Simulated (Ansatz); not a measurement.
# Computed properties of LaZn

LaZn:
```cif
data_LaZn
_chemical_formula_sum 'La1 Zn1'
_space_group_name_H-M_alt 'P 1'
_space_group_IT_number 1
_cell_length_a 3.75321
_cell_length_b 3.75321
_cell_length_c 3.75321
_cell_angle_alpha 90.000
_cell_angle_beta 90.000
_cell_angle_gamma 90.000
loop_
_space_group_symop_operation_xyz
  'x, y, z'
loop_
_atom_site_label
_atom_site_type_symbol
_atom_site_fract_x
_atom_site_fract_y
_atom_site_fract_z
_atom_site_occupancy
La1 La 0.00000 0.00000 0.00000 1
Zn1 Zn 0.50000 0.50000 0.50000 1
```

Space group Pm-3m (No. 221), CsCl type; conventional cell a = b = c = 3.753 Å, α = β = γ = 90.00°.

Method: the program Ansatz at the r²SCAN level (PAW). Geometry: relaxed at this level of theory. Other levels are named where they apply.

### Cell and energy

Volume per atom: 26.43 Å³
Density: 6.42 g/cm³
Formation energy from the elements (no fitted shifts): -327 meV/atom

### Electronic structure

Electronic character: metallic (no gap)
Density of states at the Fermi level: 0.95 states/eV per atom (mean over ±0.08 eV)

The workflow started from a Materials Project entry (that database holds measured and hypothetical structures alike); the Crystallography Open Database files this formula in space group No. 221, but the cells were not matched. Its standing as an ambient phase is unchecked. Symmetry was held in the r²SCAN relaxation; its stability against distortions is not shown here. The references are the lowest solids computed at this level, not always the standard phases. Scalar-relativistic: spin–orbit coupling is off unless named, which matters more the heavier the elements.

Potentials: the later of the program's two PAW sets.
